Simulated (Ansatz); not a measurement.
# A vibration from a frozen displacement in Sn3Bi

All numbers below come from DFT PBEsol, scalar-relativistic, plane waves, PAW in Ansatz. Cutoff 420 eV, Γ-centred 12×12×12 k-points, Gaussian smearing of 0.15 eV. Spin–orbit coupling is left out, which matters for the heavy elements here. No spin polarisation. Energies are free energies at this smearing, counted from the undisturbed cell; pressure is positive in compression.

Zero of the scan (relaxed at this level; with this scan's settings it stands at -0.2 GPa; it needn't be the usual structure):

```
Sn Bi
1.0
     0.00000    3.79724    3.79724
     3.79724    0.00000    3.79724
     3.79724    3.79724    0.00000
Sn Bi
3 1
Direct
  0.00000 0.00000 0.00000
  0.25000 0.25000 0.25000
  0.75000 0.75000 0.75000
  0.50000 0.50000 0.50000
```

Atom 4 (Bi) is moved by x along the Cartesian unit vector (1.000, 0.000, 0.000); the cell and all other atoms stay fixed. The cell's volume is 109.50 Å³; the moved atoms weigh 208.980 u together and the others 356.130 u. Some rows repeat others by symmetry and weren't run.

| x (Å) | ΔE (meV/cell) | total force on the moved atoms along the move (eV/Å) | pressure (GPa) |
| --- | --- | --- | --- |
| -0.1000 | 12.20 | 0.2476 | -0.0828 |
| -0.0833 | 8.43 | 0.2045 | -0.1145 |
| -0.0667 | 5.38 | 0.1625 | -0.1403 |
| -0.0333 | 1.33 | 0.0803 | -0.1749 |
| 0.0000 | 0.00 | 0.0000 | -0.1864 |
| 0.0333 | 1.33 | -0.0803 | -0.1749 |
| 0.0667 | 5.38 | -0.1625 | -0.1403 |
| 0.0833 | 8.43 | -0.2045 | -0.1145 |
| 0.1000 | 12.20 | -0.2476 | -0.0828 |

Problem. What frequency belongs to this motion?

Solution. The force constant is k = −dF/dx = 2.411 eV/Å², from the parabola through x = -0.0333, 0 and 0.0333. In every cell the moved atoms swing against the rest, so the mass is μ = m₁m₂/(m₁ + m₂) = 131.698 u, and ν̃ = 521.5 cm⁻¹ × √(|k|/μ) = 71 cm⁻¹. The pattern needn't be a normal mode: ν̃² is then a weighted mean of the squared nonzero frequencies at the zone centre of this cell, so it lies between the lowest and the highest of them.

Problem. How far does the harmonic law reach?

Solution. At x = -0.100 Å, kx²/2 = 12.06 meV against the computed 12.20 meV (+1.2 %): the well is still close to harmonic there.

Problem. The pressure changes with x². What does that say about the frequency under compression?

Solution. With E = k(V)x²/2, k ∝ V^(−2γ) and x scaling with the cell as V^(1/3), P − P0 = −∂E/∂V = (2γ − 2/3) ΔE/V. At x = 0.0667 Å, V(P − P0) = 109.50 × 0.04614 / 160.2 eV = 31.53 meV and ΔE = 5.38 meV, so γ = 1/3 + V(P − P0)/(2ΔE) = 3.26. This is the Grüneisen parameter of the motion under uniform scaling of the cell: shrinking the cell evenly by 1 % in volume raises the frequency by about 3.26 %.

In a metal these slopes depend on the k mesh and the smearing.

Cost: 5 runs of about 6.6 core-minutes in all, on Arm Neoverse N1 (shared hosts).